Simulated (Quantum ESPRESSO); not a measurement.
Band energies of Sr$_{3}$BiN

```
CELL_PARAMETERS angstrom
      5.23494     0.00000     0.00000
      0.00000     5.23494     0.00000
      0.00000     0.00000     5.23494
ATOMIC_POSITIONS crystal
  N  0.50000 0.50000 0.50000
  Sr 0.50000 0.50000 0.00000
  Sr 0.00000 0.50000 0.50000
  Sr 0.50000 0.00000 0.50000
  Bi 0.00000 0.00000 0.00000
```

PBEsol (pw.x of Quantum ESPRESSO, ONCV potentials, with spin-orbit coupling); path ΓXMΓRX,MR; energies in eV from the Fermi level.

```
k (1/Å)  point  band 50  band 51  band 52  band 53  band 54  band 55  band 56  band 57
-------  -----  -------  -------  -------  -------  -------  -------  -------  -------
0.00         Γ     0.00     0.01     0.01     0.01     0.01     0.10     0.10     1.08
0.20              -0.37     0.22     0.22     0.31     0.31     1.18     1.18     1.35
0.40              -0.78     0.78     0.78     0.90     0.90     1.44     1.44     2.43
0.60         X    -0.89     1.20     1.20     1.37     1.37     1.63     1.63     2.54
0.80              -0.99     1.42     1.42     1.84     1.84     1.85     1.85     2.58
1.00              -1.13     1.98     1.98     2.17     2.17     2.31     2.31     2.61
1.20         M    -1.18     1.77     1.77     2.57     2.57     2.58     2.58     2.62
1.41              -1.12     1.77     1.77     2.17     2.17     2.27     2.27     2.59
1.62              -0.90     0.94     0.94     1.59     1.59     1.70     1.70     1.92
1.84              -0.47     0.28     0.28     0.75     0.75     0.95     0.95     1.25
2.05         Γ     0.00     0.01     0.01     0.01     0.01     0.10     0.10     1.08
2.22              -0.40     0.34     0.34     0.53     0.53     0.74     0.74     1.30
2.40              -0.80     0.94     0.94     1.07     1.07     1.27     1.27     1.91
2.57              -1.18     1.55     1.55     1.61     1.61     1.85     1.85     2.59
2.74              -1.41     1.93     1.93     1.97     1.97     2.02     2.02     2.71
2.92              -1.47     1.74     1.74     1.75     1.75     1.76     1.76     2.68
3.09         R    -1.47     1.59     1.59     1.59     1.59     1.60     1.60     2.61
3.26              -1.47     1.72     1.72     1.73     1.73     1.78     1.78     2.68
3.43              -1.44     2.02     2.02     2.07     2.07     2.09     2.09     2.52
3.60              -1.29     1.88     1.88     2.05     2.05     2.10     2.10     2.64
3.77              -1.03     1.39     1.39     1.67     1.67     1.79     1.79     2.58
3.94         X    -0.89     1.20     1.20     1.37     1.37     1.63     1.63     2.54
3.94         M    -1.18     1.77     1.77     2.57     2.57     2.58     2.58     2.62
4.09              -1.44     1.81     1.81     2.42     2.42     2.43     2.43     2.72
4.24              -1.47     1.76     1.76     2.09     2.09     2.13     2.13     2.78
4.54         R    -1.47     1.59     1.59     1.59     1.59     1.60     1.60     2.61
```

Along the path the PBEsol gap is only about 0.01 eV, below what this setup resolves reliably; no G0W0 run was built on it. Semilocal functionals shrink small gaps, and the order of the bands at the edge may be inverted.

The cell is held in this high symmetry; tilts and polar distortions were not searched.

Geometry of the Materials Project entry, not relaxed at this level.

The structure is a Materials Project entry; no match was found in the copy of COD used, and its stability was not checked.
